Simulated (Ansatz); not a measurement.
Ti$_{3}$AlC$_{2}$ (space group P6_3/mmc)

```
Ti3AlC2
1.0
    3.05074     0.00000     0.00000
   -1.52537     2.64202     0.00000
    0.00000     0.00000    18.50010
Ti Al C
6 2 4
Direct
  0.66667   0.33333   0.37313
  0.33333   0.66667   0.62687
  0.33333   0.66667   0.87313
  0.66667   0.33333   0.12687
  0.00000   0.00000   0.50000
  0.00000   0.00000   0.00000
  0.00000   0.00000   0.75000
  0.00000   0.00000   0.25000
  0.33333   0.66667   0.43082
  0.66667   0.33333   0.56918
  0.66667   0.33333   0.93082
  0.33333   0.66667   0.06918
```

The slice is a (0001) plane (indices of the conventional cell) through the point (0.000, 0.000, 0.500) (fractional), spanned by u = [110] and v = [1 -1 0] in vectors of this cell: u (3.05 Å) and v (5.28 Å, at 90° to u). It covers one period; positions are fractions (u, v).

Level of theory: PBEsol (plane waves to 420 eV, PAW, scalar-relativistic; Ansatz, a quantum-chemistry and plane-wave program). k mesh 14×14×2. Inside the PAW spheres the values are not all-electron values, and peaks at nuclei hang on which shells count as valence. Ti3AlC2 is run without spin polarisation. Ti3AlC2 was relaxed with its symmetry unable to fall.

Three fields on this plane, each scaled to ten steps between its own extremes (0 low, 9 high; the total valence density on a logarithmic scale, the potential cut 8 eV below its top; x marks points blanked near nuclei; v = 0 in the bottom row):

Map A
```
|xxxx40004xxx|
|xxx9210129xx|
|xx931111139x|
|431001110013|
|100000100000|
|110013431001|
|11139xxx9311|
|0129xxxxx921|
|004xxxxxxx40|
|005xxxxxxx50|
|004xxxxxxx40|
|0129xxxxx921|
|11139xxx9311|
|110013431001|
|100000100000|
|431001110013|
|xx931111139x|
|xxx9210129xx|
|xxxx40004xxx|
|xxxx50005xxx|
```

Map B
```
|xxxx02420xxx|
|xxx2047402xx|
|xx102797201x|
|000258985200|
|333333333333|
|985200000258|
|97201xxx1027|
|7402xxxxx204|
|420xxxxxxx02|
|310xxxxxxx01|
|420xxxxxxx02|
|7402xxxxx204|
|97201xxx1027|
|985200000258|
|333333333333|
|000258985200|
|xx102797201x|
|xxx2047402xx|
|xxxx02420xxx|
|xxxx01310xxx|
```

Map C
```
|xxxx07870xxx|
|xxx0489840xx|
|xx027999720x|
|024789998742|
|778887778887|
|998742024789|
|99720xxx0279|
|9840xxxxx048|
|870xxxxxxx07|
|860xxxxxxx06|
|870xxxxxxx07|
|9840xxxxx048|
|99720xxx0279|
|998742024789|
|778887778887|
|024789998742|
|xx027999720x|
|xxx0489840xx|
|xxxx07870xxx|
|xxxx06860xxx|
```

**Question.** Assign the maps to these fields: electron localisation function (ELF); valence electron density; electrostatic potential energy of an electron, from the cell's mean.

**Answer.** A is the valence electron density; B is the electron localisation function (ELF); C is the electrostatic potential energy of an electron, from the cell's mean.
